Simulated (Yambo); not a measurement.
Yambo run on K3CoF6 (space group Fm-3m, No. 225). The wavefunctions come from this Quantum ESPRESSO step (PBEsol, PseudoDojo standard norm-conserving files, scalar-relativistic):

```
&CONTROL
  calculation = 'nscf'
  pseudo_dir = './pseudo'
  outdir = './out'
/
&SYSTEM
  ibrav = 0
  nat = 10
  ntyp = 3
  ecutwfc = 96.0
  ecutrho = 384.0
  occupations = 'fixed'
  force_symmorphic = .true.
  nbnd = 305
/
&ELECTRONS
  conv_thr = 1e-08
  diago_full_acc = .true.
  diago_thr_init = 1e-08
/
ATOMIC_SPECIES
F 18.9984 F.upf
K 39.0983 K.upf
Co 58.9332 Co.upf
CELL_PARAMETERS angstrom
  0.000000000000   4.276665000000   4.276665000000
  4.276665000000   0.000000000000   4.276665000000
  4.276665000000   4.276665000000   0.000000000000
ATOMIC_POSITIONS crystal
F   0.785010000000   0.214990000000   0.214990000000
F   0.214990000000   0.785010000000   0.785010000000
F   0.214990000000   0.785010000000   0.214990000000
F   0.785010000000   0.214990000000   0.785010000000
F   0.214990000000   0.214990000000   0.785010000000
F   0.785010000000   0.785010000000   0.214990000000
K   0.250000000000   0.250000000000   0.250000000000
K   0.750000000000   0.750000000000   0.750000000000
K   0.500000000000   0.500000000000   0.500000000000
Co   0.000000000000   0.000000000000   0.000000000000
K_POINTS automatic
2 2 2 0 0 0
```

Yambo input:

```
rim_cut
gw0
dyson
el_el_corr
HF_and_locXC
ppa
em1d
RandQpts= 1000000
RandGvec= 1 Ry
EXXRLvcs= 96 Ry
VXCRLvcs= 384 Ry
Chimod= "HARTREE"
% BndsRnXp
 5 | 303 |
%
NGsBlkXp= 8 Ry
% LongDrXp
 1.0 | 1.0 | 1.0 |
%
PPAPntXp= 27.2114 eV
% GbndRnge
 1 | 303 |
%
GTermKind= "BG"
DysSolver= "n"
ExtendOut
% QPkrange
 1 | 1 | 43 | 44 |
 2 | 2 | 43 | 44 |
 3 | 3 | 43 | 44 |
%
```

k points by index: 1 = Γ, 2 = L, 3 = X.

Table of the .qp output:

```
#    K-point    Band    Eo [eV]    E [eV]    E-Eo [eV]    Vxc [eV]    Vnlxc [eV]    Sc|Eo [eV]    Sc|E [eV]    dSc/dw|Eo [eV]    Re(Z)    Im(Z)
#
    1    43    -0.113335    -1.495034    -1.381699    -28.81208    -37.40336    6.757597    7.209582    -8.899942    0.753538    -0.001729
    1    44    1.419968    3.910770    2.490802    -28.72656    -20.96817    -4.503451    -5.267591    -8.347648    0.765244    -0.001183
    2    43    -0.046885    -1.427835    -1.380950    -29.04079    -37.65565    6.782992    7.233910    -8.883779    0.753875    -0.001701
    2    44    1.548645    4.019095    2.470450    -28.94643    -21.27817    -4.431865    -5.197811    -8.436247    0.763341    -0.001304
    3    43    0.000000    -1.383302    -1.383302    -29.19337    -37.81713    6.789521    7.240459    -8.869082    0.754182    -0.001682
    3    44    1.321495    3.771751    2.450256    -28.25068    -20.50831    -4.551478    -5.292119    -8.224808    0.767896    -0.001190
```
(The two width columns are left out.) Convergence of these settings isn't established.

Geometry of the Materials Project entry, not relaxed at this level.

The structure is a Materials Project entry; no match was found in the copy of COD used, and its stability was not checked.

The runs are not spin-polarised; magnetic order was not tried.
